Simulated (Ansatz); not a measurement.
Zn (hcp, Mg type)

Space group P6₃/mmc (No. 194); a = b = 2.6222 Å, c = 5.1932 Å, α = β = 90.00°, γ = 120.00°

| atom | site | symmetry | x | y | z |
|---|---|---|---|---|---|
| Zn | 2d | -6m2 | 0.6667 | 0.3333 | 0.2500 |

Two coordinates are scanned: the volume, and the ratio of the stretch along z (the conventional c axis) to the stretch across it. Atoms keep their fractional coordinates.

These are PBE (plane waves to 420 eV, PAW, scalar-relativistic; Ansatz, a first-principles code) values and carry that method's errors. k mesh 20×20×9 (Γ-centred), Fermi-Dirac smearing 0.05 eV. E stands for the smeared free energy. With partly filled bands, the response to shear is sensitive to the k mesh, so small differences along c/a are uncertain. The PAW data are Ansatz's earlier set. Zn was relaxed with its symmetry unable to fall. ΔE is measured from the relaxed starting cell.

| ΔE (meV/atom) | V/V₀ = 0.960 | V/V₀ = 0.973 | V/V₀ = 0.987 | V/V₀ = 1.000 | V/V₀ = 1.013 | V/V₀ = 1.027 | V/V₀ = 1.040 |
|---|---|---|---|---|---|---|---|
| (c/a)/(c/a)₀ = 0.920 | 3 | 2 | 3 | 4 | 7 | ___ | 16 |
| (c/a)/(c/a)₀ = 0.947 | 4 | 2 | 2 | 3 | 5 | 9 | ___ |
| (c/a)/(c/a)₀ = 0.973 | 5 | 3 | 1 | 2 | 3 | 6 | 9 |
| (c/a)/(c/a)₀ = 1.000 | 6 | 3 | 1 | 0 | 1 | 2 | 5 |
| (c/a)/(c/a)₀ = 1.027 | ___ | 6 | 3 | 1 | 1 | 1 | 3 |
| (c/a)/(c/a)₀ = 1.053 | 21 | ___ | ___ | 8 | 6 | 6 | 6 |
| (c/a)/(c/a)₀ = 1.080 | ___ | 29 | 23 | 18 | ___ | ___ | ___ |

Question: Complete the blanks.

Answer: 
- (c/a)/(c/a)₀ = 0.920, V/V₀ = 1.027: 11
- (c/a)/(c/a)₀ = 0.947, V/V₀ = 1.040: 13
- (c/a)/(c/a)₀ = 1.027, V/V₀ = 0.960: 11
- (c/a)/(c/a)₀ = 1.053, V/V₀ = 0.973: 15
- (c/a)/(c/a)₀ = 1.053, V/V₀ = 0.987: 11
- (c/a)/(c/a)₀ = 1.080, V/V₀ = 0.960: 37
- (c/a)/(c/a)₀ = 1.080, V/V₀ = 1.013: 15
- (c/a)/(c/a)₀ = 1.080, V/V₀ = 1.027: 14
- (c/a)/(c/a)₀ = 1.080, V/V₀ = 1.040: 13

(Under strain, the slope of the energy per volume gives the stress and its curvature an elastic modulus.)
